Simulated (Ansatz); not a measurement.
**Self-consistent states of MnF₂ (P4_2/mnm)**

**The experiment.**

“Elastic and magnetic effects on the infrared phonon spectra of MnF2”, 2009, arxiv:0910.3137 quotes, for a bulk crystal of MnF2: Néel temperature 68 K.

The calculation is set against this at the end.

Level of theory: PBEsol+U, U_eff = 4.0 eV (Dudarev form) on Mn d, fully localised double counting, scalar-relativistic datasets, 420 eV, PAW set soft_2 (made for PBE), 4×4×6 mesh, Gaussian smearing of 0.05 eV; plane-wave PAW code Ansatz.

```yaml
crystal:
  lattice:
    - [4.87340, 0.00000, 0.00000]
    - [0.00000, 4.87340, 0.00000]
    - [0.00000, 0.00000, 3.30990]
  atoms:
    - { symbol: Mn, position: [0.00000, 0.00000, 0.00000] }
    - { symbol: Mn, position: [0.50000, 0.50000, 0.50000] }
    - { symbol: F, position: [0.30500, 0.30500, 0.00000] }
    - { symbol: F, position: [0.19500, 0.80500, 0.50000] }
    - { symbol: F, position: [0.69500, 0.69500, 0.00000] }
    - { symbol: F, position: [0.80500, 0.19500, 0.50000] }
```

The structure is that of a cell as deposited in COD, unrelaxed.

Cell and atoms stay fixed, and the cell was started in 7 ways, without spin–orbit coupling. The starts were built for 5 d electrons on Mn, a formal count that the converged states needn't keep. Starting moments of the plain starts: Mn1 5.00; Mn2 5.00 μB (atoms counted from 1).

Energies count from the lowest free state found; constrained states (a lock kept on the moments, or spin off) can lie above or below free ones. A natural orbital (eigenvector of a shell's occupation matrix) is counted as filled above 0.75 (0.9 in a metal) and as partly filled from 0.35 up to that; ↑ and ↓ are the spin channels.

| state | reached from | ΔE (meV/atom) | gap (eV) | P (GPa) | cell spin moment (μB) | site spin moments (μB) | shell filling | Hubbard energy (eV/cell) | flags |
| --- | --- | --- | --- | --- | --- | --- | --- | --- | --- |
| 1 | from atoms, symmetry kept, no search; typed shells with each spin channel wholly full or empty (5+0 electrons), held for 5 iterations; from atoms, default search; 2 more | 0.0 | 2.28 | 1.6 | 10.00 | Mn 4.23; F 0.07 | Mn 5↑ 0↓, 5.19 e | 0.80 | – |
| 2 | random orbitals: pairs of harmonics, lower spin (4+1, 3+2 electrons) (draw 8) | 776.4 | 2.57 | -5.3 | 4.00 | Mn 2.55, 0.86 | Mn 4↑ 1↓, 5.26 e; Mn 3↑ 2↓, 5.31 e | 1.19 | occupations loosely converged |
| 3 | random orbitals: single harmonics, lower spin (3+2, 4+1 electrons) (draw 4) | 891.8 | 2.19 | -4.8 | 4.00 | Mn 0.86, 2.56; F 0.05 | Mn 3↑ 2↓, 5.32 e; Mn 4↑ 1↓, 5.25 e | 1.18 | possible saddle point, occupations loosely converged |

The lowest free state (state 1) has 5 d electrons in filled orbitals, 5 of them unpaired, the high-spin filling, a gap of 2.28 eV and a whole-number cell moment of 10 μB, as a collinear insulator must have. Its natural occupations are Mn1 spin up: 1.00 1.00 1.00 1.00 1.00; Mn1 spin down: 0.02 0.02 0.02 0.07 0.07; Mn2 spin up: 1.00 1.00 1.00 1.00 1.00; Mn2 spin down: 0.02 0.02 0.02 0.07 0.07.

State 2 lies 776.4 meV/atom higher, or 4.66 eV per cell. It has a gap of 2.57 eV and a whole-number cell moment of 4 μB, as a collinear insulator must have; natural occupations Mn1 spin up: 0.10 0.99 1.00 1.00 1.00; Mn1 spin down: 0.02 0.02 0.06 0.07 0.99; Mn2 spin up: 0.07 0.09 1.00 1.00 1.00; Mn2 spin down: 0.03 0.07 0.07 1.00 1.00. On Mn2, N↑ − N↓ is 1.00 in size in state 2 against 4.79 in state 1: with fewer parallel spins, state 2 lacks part of the exchange energy behind Hund's first rule. With J = 0 the Hubbard energy is (U/2) Σ λ(1 − λ), a penalty on fractional natural occupations. The sums Σ λ(1 − λ) over the cell's shells are 0.40 for state 1 and 0.59 for state 2, which at U/2 = 2.00 eV give 0.80 and 1.19 eV per cell. Of the difference of 4.66 eV per cell, the Hubbard term gives 0.39 eV and all other terms 4.27 eV, so the Hubbard term itself makes little of it, though U shapes both states. The other terms are taken on each state's own density, so they aren't the result of a run without U.

In the run started from «from atoms, default search» the program noted another magnetic order, which wasn't followed up.

Opposed moments on the two ions of this cell turn none of the 2 nearest magnetic neighbours at 3.31 Å against each other, so an order that turns all of them can't form here.

In the lowest free state the fixed cell carries a pressure of 1.6 GPa (the cell is smaller than this level of theory would relax to); relaxing would change energies and could change the order of close states.

Measured magnetic order: antiferromagnetic, with a Néel temperature of 68 K (quoted in “Elastic and magnetic effects on the infrared phonon spectra of MnF2”, 2009, arxiv:0910.3137). The lowest state here has parallel moments, the only order reached from these starts, so it isn't the measured ground state.

Other starts might reach a lower state still. U wasn't fitted or computed for this material, so the results show what this U gives and needn't match the real solid. A gap on the mesh alone may shrink between mesh points. Site moments are integrated in small spheres and here fall short of the shell's N↑ − N↓.
